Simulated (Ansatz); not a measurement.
WBrCl₃O (P1), a vibration from a frozen displacement

All numbers below come from DFT PBE+D3(BJ), scalar-relativistic, plane waves, PAW in Ansatz 0.2.0. Settings: plane waves to 420 eV, k-mesh 8×6×6 (Γ-centred), Gaussian smearing 0.05 eV. Spin–orbit coupling is left out, which matters for the heavy elements here. No spin polarisation. Energies are free energies at this smearing, counted from the undisturbed cell; pressure is positive in compression.

Reference structure (relaxed at this level; it needn't be the usual structure):

```yaml
crystal:
  lattice:
    - [3.90643, -0.00173, 0.01265]
    - [1.94032, 6.07990, -0.12819]
    - [1.96981, -0.06729, 6.19108]
  atoms:
    - { symbol: W, position: [0.01111, 0.99765, 0.99619] }
    - { symbol: Br, position: [0.80226, 0.20282, 0.34245] }
    - { symbol: Cl, position: [0.01108, 0.32137, 0.81811] }
    - { symbol: Cl, position: [0.15021, 0.67520, 0.17569] }
    - { symbol: Cl, position: [0.34095, 0.80495, 0.67144] }
    - { symbol: O, position: [0.56239, 0.99802, 0.99613] }
```

Atom 1 (W) is moved by x along the Cartesian unit vector (0.707, 0.707, 0.000); the cell and all other atoms stay fixed. The cell's volume is 146.88 Å³; the moved atoms weigh 183.840 u together and the others 202.253 u.

| x (Å) | ΔE (meV/cell) | total force on the moved atoms along the move (eV/Å) | pressure (GPa) |
| --- | --- | --- | --- |
| -0.1000 | 142.63 | 2.9761 | 1.7326 |
| -0.0667 | 61.61 | 1.9030 | 1.0606 |
| -0.0333 | 14.89 | 0.9082 | 0.4814 |
| 0.0000 | 0.00 | 0.0007 | -0.0021 |
| 0.0167 | 3.55 | -0.4220 | -0.2095 |
| 0.0333 | 13.89 | -0.8202 | -0.3925 |
| 0.0500 | 30.78 | -1.1984 | -0.5537 |
| 0.0667 | 53.79 | -1.5539 | -0.6921 |
| 0.0833 | 82.36 | -1.8847 | -0.8071 |
| 0.1000 | 116.46 | -2.1947 | -0.9004 |

Problem. What frequency belongs to this motion?

Solution. The force constant is k = −dF/dx = 25.960 eV/Å², from the parabola through x = -0.0333, 0 and 0.0167. In every cell the moved atoms swing against the rest, so the mass is μ = m₁m₂/(m₁ + m₂) = 96.304 u, and ν̃ = 521.5 cm⁻¹ × √(|k|/μ) = 271 cm⁻¹. The pattern needn't be a normal mode: ν̃² is then a weighted mean of the squared nonzero frequencies at the zone centre of this cell, taken without macroscopic field, so it lies between the lowest and the highest of them.

Problem. How far does the harmonic law reach?

Solution. At x = -0.100 Å, kx²/2 = 129.80 meV against the computed 142.63 meV (+9.9 %): the well stiffens in this direction at large amplitude.

Cost: 10 runs of about 2.6 core-minutes in all, on AMD EPYC 9R45 (Zen 5) (shared hosts).